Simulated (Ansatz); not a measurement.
# Property card for NaAuO$_{2}$

NaAuO₂:
```xyz
8
Lattice="1.7105 -5.5262 0.0000 1.7105 5.5262 0.0000 0.0000 0.0000 5.8262" Properties=species:S:1:pos:R:3 pbc="T T T"
Na     1.7105     2.4044     1.4565
Na     1.7105    -2.4044     4.3696
Au     1.7105    -5.4862     4.3696
Au     1.7105     5.4862     1.4565
O      1.7105    -4.1786     2.8704
O      1.7105     4.1786     2.9558
O      1.7105     4.1786     5.7835
O      1.7105    -4.1786     0.0427
```

Space group Cmcm (No. 63); conventional cell a = 3.4210 Å, b = 11.0523 Å, c = 5.8262 Å, α = β = γ = 90.00°.

Method: DFT-LDA in the program Ansatz with PAW potentials. The cell and atoms are relaxed at this level. Other levels are named where they apply.

**Cell and energy**

* **Volume per atom**: 13.77 Å³
* **Density**: 7.60 g/cm³
* **Formation energy from the elements (no fitted shifts)**: -0.81 eV/atom

**Electronic structure**

* **Band gap**: 1.01 eV (indirect)
* **Valence-band maximum**: at Γ
* **Conduction-band minimum**: on the T–Y line, 3 % of the way from T (k = -0.500, -0.500, 0.484 in fractions of the reciprocal vectors) (2 equivalent valleys)
* **Smallest direct gap on the standard path**: 1.54 eV
* **Electron effective mass**: 0.42, 0.69, 2.5 mₑ (principal values)
* **Hole effective mass**: 1.2, 2.4, 3.2 mₑ (principal values)

**Mechanics**

- Bulk modulus (Birch–Murnaghan fit): 38.7 GPa
- Pressure derivative B′: 6.7

**Dielectric response**

* **Electronic dielectric constant ε∞ (DFPT)**: 3.24 (xx), 3.64 (yy), 6.14 (zz)
* **Static dielectric constant ε0 (ions relaxed, cell fixed)**: 5.64 (xx), 6.16 (yy), 10.9 (zz)
* **Born charges (a third of the trace)**: Na +1.21, Au +1.98, O -1.60 e

**Phonons**

Highest zone-centre frequency (without LO–TO term): 626 cm⁻¹
Zone-centre stability: no imaginary mode at Γ
Dynamical stability on the path: stable (no imaginary branch)
Zero-point energy: 56.6 meV/atom
Vibrational entropy at 300 K: 25.6 J/(K·mol of atoms)

The first step of the workflow began from a Materials Project structure, measured or hypothetical; the Crystallography Open Database copy checked does not list it. Whether it is the stable phase at ambient conditions was not checked. The LDA relaxation kept the symmetry of its start. The references are the lowest solids computed at this level, not always the standard phases (solids in place of the gases). Scalar-relativistic: spin–orbit coupling is off unless named, which matters more the heavier the elements.

Potentials: the later of the program's two PAW sets.
